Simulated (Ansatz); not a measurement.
## Relaxing a structure of Si2W

The start is a relaxed Si2W cell, doubled along one cell vector, shaken by Gaussian noise of σ = 0.08 Å a coordinate. Cell shape, volume and atoms are optimised at zero target pressure with PBE (plane waves to 420 eV, PAW, scalar-relativistic; Ansatz, a first-principles code). First-step values are on the input's coarse k-mesh.

Ansatz input (later rounds restart from its end on a renewed k-mesh):
Ansatz 0.2 input:
```yaml
crystal:
  lattice:
    - [6.5489507311, 0, 0]
    - [0, 6.5489507311, 0]
    - [0, 0, 5.4594854534]
  atoms:
    - { symbol: W, position: [0.4924008543, 0.4909257107, 0.2579823539] }
    - { symbol: W, position: [0.4986888428, 0.5050347579, 0.7599185071] }
    - { symbol: W, position: [0.0065714008, 0.0064873432, -0.0089565343] }
    - { symbol: W, position: [0.0142786133, -0.0001359621, 0.4970340159] }
    - { symbol: Si, position: [0.7646682727, 0.766966393, 0.2526136518] }
    - { symbol: Si, position: [0.7872741789, 0.7835620353, 0.7491063947] }
    - { symbol: Si, position: [0.2570470111, 0.7459723395, 0.0270557876] }
    - { symbol: Si, position: [0.2713437218, 0.7241992201, 0.4965672543] }
    - { symbol: Si, position: [0.7207747651, 0.2963498197, 0.0194919857] }
    - { symbol: Si, position: [0.760205666, 0.2754736746, 0.5111902067] }
    - { symbol: Si, position: [0.2383100269, 0.2344627442, 0.2555964943] }
    - { symbol: Si, position: [0.2333596576, 0.2236825644, 0.7475650189] }
basis: { ecutwfc: 420, ecutrho_ratio: 4, xc_grid: 2, fft_grid_basis: typed }
kpoints: { mp_grid: { grid: [4, 4, 4] } }
hamiltonian:
  xc: pbe
  dispersion: none
  pseudopotentials: { azcp: { folder: ./paw }, kind: paw }
scf: { occupations: { method: fermi_dirac, width: 0.05 } }
relax: { f_tol: 0.01, max_steps: 100, cell: { stress_tol: 0.02 } }
output: { forces: true, stress: true }
```

### Question
What is the largest force in the starting geometry, and on which atom (counted from 1)?

### Answer
About 2.3 eV/Å, on Si9 (atoms numbered as listed).

### Question
How does the volume per atom move from start to end?

### Answer
-20.3 %, from 19.51 to 15.56 Å³/atom.

### Question
Is the parent structure recovered?

### Answer
It does not go back: it reaches I4/mcm (No. 140), AFLOW prototype A2B_tI12_140_h_a (C16, as in Al2Cu), 0.43 eV/atom below the parent.

### Question
What band gap does the relaxed structure have at this level?

### Answer
No gap (metallic).

### Question
Give the final cell and atomic positions.

### Answer

```cif
data_Si8W4
_chemical_formula_sum 'W4 Si8'
_space_group_name_H-M_alt 'I4/mcm'
_space_group_IT_number 140
_space_group_name_Hall '-I 4 2c'
_cell_length_a 6.00381
_cell_length_b 6.00381
_cell_length_c 5.18005
_cell_angle_alpha 90.000
_cell_angle_beta 90.000
_cell_angle_gamma 90.000
loop_
_atom_site_label
_atom_site_type_symbol
_atom_site_symmetry_multiplicity
_atom_site_Wyckoff_symbol
_atom_site_fract_x
_atom_site_fract_y
_atom_site_fract_z
_atom_site_occupancy
W1 W 4 a 0.00000 0.00000 0.25000 1
Si1 Si 8 h 0.35969 0.14031 0.00000 1
```
(The calculation used a cell of 6 atoms; values per cell refer to that cell.)

Final values are on a 12×12×12 k-mesh of the relaxed cell. No spin polarisation in the result.

The relaxed structure here is a generated cell of Si2W: the first start was made by placing the elements on the sites of a structure type, and the end was not matched to a known phase here, so it may be hypothetical. Known forms of Si2W include space group No. 139.
